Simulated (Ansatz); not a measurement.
Trial structure of Ga2SnO2, not yet relaxed:

Space group Immm (No. 71). a = 4.089 Å, b = 5.193 Å, c = 7.958 Å, α = 90.00°, β = 90.00°, γ = 90.00°
```
atom  site  symmetry       x       y       z
  Ga    4j       mm2  0.0000  0.5000  0.7982
  Sn    2a       mmm  0.0000  0.0000  0.0000
   O    4h       m2m  0.5000  0.7328  0.0000
```

Theory: Ansatz, DFT PBE, scalar-relativistic, plane waves, PAW. Plane waves to 420 eV, a k mesh through Γ of 6×6×6 on the computed 5-atom cell and Gaussian smearing (0.10 eV); no spin polarisation.

Energies over the elements count from the elements' standard structures at the same level (O₂ as a molecule), with no fitted energy shifts. The references include grey tin.

Q: Estimate its pressure, forces and energy as it stands.

A: The pressure is -2.7 GPa (the mean over three directions, positive in compression), the largest force is 0.86 eV/Å, and the energy is −0.02 eV/atom against the elements. The shortest distance is 2.42 Å.

Q: Is it a good guess?

A: A rough one: relaxing gains about 0.50 eV/atom (the start's value is from the coarse mesh, so the gain is rough) in 28 ionic steps and ends at −0.52 eV/atom on the finer mesh. The symmetry stays Immm (No. 71). The volume per atom shrinks by 2.2 %, from 16.9 to 16.5 Å³. The shortest distance goes from 2.42 Å (O–O) to 2.31 Å (Ga–O). Conventional cell: a = 2.896 Å, b = 6.708 Å, c = 8.512 Å. Around Ga lie 4 O at 2.31 Å and 1 Ga at 2.63 Å; Sn has 4 O at 2.57 Å and 2 Sn at 2.90 Å; O has 4 Ga at 2.31 Å, 1 O at 2.46 Å, 2 Sn at 2.57 Å and 2 O at 2.90 Å.

The last run used a 14×14×14 mesh for its 5-atom cell and Gaussian smearing of 0.10 eV. The relaxation can't lower the symmetry of the start, and the grade says only how near the guess is to its own end. A structure relaxed within its symmetry needn't be a true minimum. Another cell of Ga2SnO2 relaxed alike, in P6_3/mmc, lies 0.45 eV/atom lower, so this cell isn't the stable form at this level.
